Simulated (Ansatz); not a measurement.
Hf: energy along a strain

Hf, Im-3m, a = 3.610 Å (as given, not relaxed at this level: -5.4 GPa). This isn't the element's structure at ambient conditions. Ansatz: r2SCAN, PAW, 500 eV, Γ-centred 18×18×18 mesh on 1 atom, Gaussian smearing 0.15 eV; no spin polarisation. Cell vectors (Å): -1.805 1.805 1.805; 1.805 -1.805 1.805; 1.805 1.805 -1.805. The cell is strained by x per cent times the pattern (1 0 0 0 0 0) in the order xx yy zz yz xz xy (engineering shears), with fractional coordinates held. y is the free energy over the start, V0 = 23.523 Å³/atom.

```
x (%) y (meV/atom)
-6.00             ?
-4.50        -28.87
-3.00        -20.92
-1.50        -11.23
 0.00          0.00
 1.50         12.57
 3.00         26.27
 4.50         40.93
 5.25         48.59
 6.00         56.48
```

Q: Fit y = c1 x + c2 x² + c3 x³ to the other rows, get the stiffness along the pattern, and predict the missing energy.

A: Least squares on the rows shown. y = 7.9409 x + 0.29810 x² − 0.0089215 x³. The clamped-ion stiffness p·C·p = 2 × 2.981 eV × 160.2 / 23.523 Å³ = 41 GPa, which is C11 in these axes (second derivative at the start, which stands under stress). At x = -6.00 the fit asked for gives -34.99 meV/atom. The run gave -34.67 meV/atom, so the fit is 0.32 meV/atom too low, 0.35 % of the span of the series, against an rms of 0.02 meV/atom on the fitted rows. The row lies outside the fitted range. With a term in x⁴ added, a fit to the same known rows predicts -34.78 meV/atom, so most of the miss is curvature that the known rows already hold.

Spin–orbit coupling is left out, which can shift energies with elements as heavy as these.